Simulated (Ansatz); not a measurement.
SnIr:
```
CELL_PARAMETERS angstrom
      3.98054     0.00000     0.00000
     -1.99027     3.44725     0.00000
      0.00000     0.00000     5.59482
ATOMIC_POSITIONS crystal
  Ir 0.00000 0.00000 0.00000
  Ir 0.00000 0.00000 0.50000
  Sn 0.33333 0.66667 0.25000
  Sn 0.66667 0.33333 0.75000
```

Relaxed with PBEsol. Special points in fractions of this cell's reciprocal vectors: Γ (0.000, 0.000, 0.000); M (0.500, 0.000, 0.000); K (0.333, 0.333, 0.000); A (0.000, 0.000, 0.500); L (0.500, 0.000, 0.500); H (0.333, 0.333, 0.500).

Q: List the band energies nearest the Fermi level at these points for DFT-PBEsol with spin–orbit coupling in the program Ansatz with PAW potentials.

A: In eV from the Fermi level; about four levels below and three above (degenerate sets whole), none deeper than 8.9 eV; points with the same levels are listed once.

```tsv
k	below	above
Γ	-0.74 -0.74 -0.26 -0.26	2.09 2.09 2.71 2.71
M	-0.67 -0.67 -0.33 -0.33	2.88 2.88 3.93 3.93
K	-0.69 -0.69 -0.33 -0.33	1.58 1.58 1.66 1.66
A	-1.89 -1.89 -1.89 -1.89	1.60 1.60 1.60 1.60
L	-1.06 -1.06 -1.06 -1.06	2.79 2.79 2.79 2.79
H	-1.92 -1.92 -1.55 -1.55	0.18 0.18 0.24 0.24
```

Space group P6_3/mmc (NiAs type). The workflow started from an entry of the Crystallography Open Database (COD). Its standing as an ambient phase is unchecked. Symmetry was held in the PBEsol relaxation; whether a distortion lowers the energy is not shown. The run is not spin-polarised.

Potentials: the later of the program's two PAW sets.
